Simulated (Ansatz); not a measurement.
A trial cell of ZnInO, before relaxation:

```cif
data_structure
_symmetry_space_group_name_H-M 'P 1'
_symmetry_Int_Tables_number 1
_cell_length_a 3.8698
_cell_length_b 3.8698
_cell_length_c 7.3385
_cell_angle_alpha 90.000
_cell_angle_beta 90.000
_cell_angle_gamma 90.000
_cell_volume 109.90
loop_
_atom_site_label
_atom_site_type_symbol
_atom_site_fract_x
_atom_site_fract_y
_atom_site_fract_z
_atom_site_occupancy
Zn1 Zn 0.00000 0.00000 0.00000 1
Zn2 Zn 0.50000 0.50000 0.00000 1
In1 In 0.00000 0.50000 0.34808 1
In2 In 0.50000 0.00000 0.65192 1
O1 O 0.00000 0.50000 0.75864 1
O2 O 0.50000 0.00000 0.24136 1
```

Level of theory: DFT PBE, scalar-relativistic, plane waves, PAW (Ansatz 0.2.0). Cutoff 420 eV, Gaussian smearing, Γ-centred meshes. Cell and atoms relax first on a coarse mesh and then on a finer one. In between, the cell is made exact in the group found at 0.06 Å. In metals the finer mesh still leaves noise of several meV/atom or more. The steps can't lower the symmetry of their start. No spin polarisation in the relaxation; trial moments died out in a coarse test.

A guess keeps its type if space group and coordination stay and the shape of the cell changes little (axis ratios within about 15 %, angles within 6°); the volume may change.

Question: Does this structure survive the relaxation?

Answer: It doesn't keep its type. The symmetry stays P4/nmm (No. 129). The volume per atom grows by 7.4 %, from 18.3 to 19.7 Å³. The shortest distance goes from 2.62 Å (Zn–O) to 2.04 Å (Zn–O). The ratio c/a of the conventional cell changes by a factor of 1.00. Counting neighbours within 15 % of an atom's shortest distance, the start has In 9, O 9, Zn 8 and the end In 4, O 4, Zn 4. In detail, at the end Zn is surrounded by 4 O at 2.04 Å and 4 Zn at 2.81 Å; around In lie 4 In at 3.06 Å; O is surrounded by 4 Zn at 2.04 Å.

```cif
data_structure
_symmetry_space_group_name_H-M 'P4/nmm:1'
_symmetry_Int_Tables_number 129
_cell_length_a 3.9669
_cell_length_b 3.9669
_cell_length_c 7.5019
_cell_angle_alpha 90.000
_cell_angle_beta 90.000
_cell_angle_gamma 90.000
_cell_volume 118.05
loop_
_atom_site_label
_atom_site_type_symbol
_atom_site_symmetry_multiplicity
_atom_site_Wyckoff_symbol
_atom_site_fract_x
_atom_site_fract_y
_atom_site_fract_z
_atom_site_occupancy
Zn1 Zn 2 a 0.00000 0.00000 0.00000 1
In1 In 2 c 0.00000 0.50000 0.41930 1
O1 O 2 c 0.00000 0.50000 0.93693 1
```

The zero of energy is the elements' standard structures at the same level (O₂ as a molecule); no fitted shifts are applied.

Question: At what energy does it end?

Answer: −0.59 eV/atom.

The last run used a 10×10×6 mesh (in the run's order of axes) for its 6-atom cell and Gaussian smearing of 0.10 eV. No dispersion correction is applied, so the spacing and binding between layers, chains or molecules are poorly described. Symmetry constrained the relaxation, so the result can be a saddle point. Another cell of ZnInO relaxed alike, in P4/nmm, lies 121 meV/atom lower, so this cell isn't the stable form at this level.
